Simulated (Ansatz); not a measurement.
Method: DFT PBE, scalar-relativistic, plane waves, PAW (Ansatz 0.2.0). All cells share a 420 eV cutoff and Γ-centred k meshes spaced at most about 0.3 Å⁻¹ (about 0.25 or finer for metals, 2π included). No spin polarisation in the final relaxations.

Temperature and zero-point effects are left out.

Two relaxed structures of NbC₂:

1.

```
CELL_PARAMETERS angstrom
0.00000 2.57556 2.57556
2.57556 0.00000 2.57556
2.57556 2.57556 0.00000
ATOMIC_POSITIONS crystal
Nb 0.00000 0.00000 0.00000
C 0.25000 0.25000 0.25000
C 0.75000 0.75000 0.75000
```

2.

```
CELL_PARAMETERS angstrom
3.22467 0.00000 0.00000
1.50316 3.83821 0.00000
0.33944 1.99771 10.34042
ATOMIC_POSITIONS crystal
Nb 0.77726 0.41832 0.14620
Nb 0.52652 0.08727 0.63423
Nb 0.47348 0.91273 0.36577
Nb 0.22274 0.58168 0.85380
C 0.79844 0.31326 0.36548
C 0.52758 0.99589 0.82842
C 0.42025 0.14151 0.03891
C 0.05248 0.65150 0.51201
C 0.94752 0.34850 0.48799
C 0.57975 0.85849 0.96109
C 0.47242 0.00411 0.17158
C 0.20156 0.68674 0.63452
```

**Question.** Which form is favoured at zero pressure, and by what margin per atom?

**Answer.** Cell 2 is lower, by 1.18 eV/atom. Cell 1 has the fluorite type, space group Fm-3m (No. 225), 11.4 Å³/atom and no gap on its mesh; cell 2 has space group P-1 (No. 2), 10.7 Å³/atom and no gap. Counting C atoms around Nb (those within 1.25 times the shortest such distance or 1.15 times the sum of covalent radii; a plus sign parts nearer from farther groups; a slash parts the counts of unlike sites), cell 1 has Nb 8 and cell 2 has Nb 7/1+7. Cell 2 holds C–C units of three or more atoms (shortest 1.40 Å); in cell 1 the shortest C–C distance is 2.58 Å. The denser one is the lower, and pressure would at first widen the difference. Even the lower one lies +0.27 eV/atom against the reference forms of the elements (uncorrected), so neither is stable at this level. In cell 1, around Nb lie 8 C at 2.23 Å; around C lie 4 Nb at 2.23 Å and 6 C at 2.58 Å. In cell 2, around Nb on its first site lie 7 C at 2.23–2.34 Å; around Nb on its second site lie 1 C at 2.01 Å and 7 C at 2.20–2.50 Å; around C on its first site lie 1 C at 1.44 Å and 4 Nb at 2.20–2.31 Å; 3 more sites not described. Both come from invented guesses.

Cells relaxed within their symmetry can be saddle points.
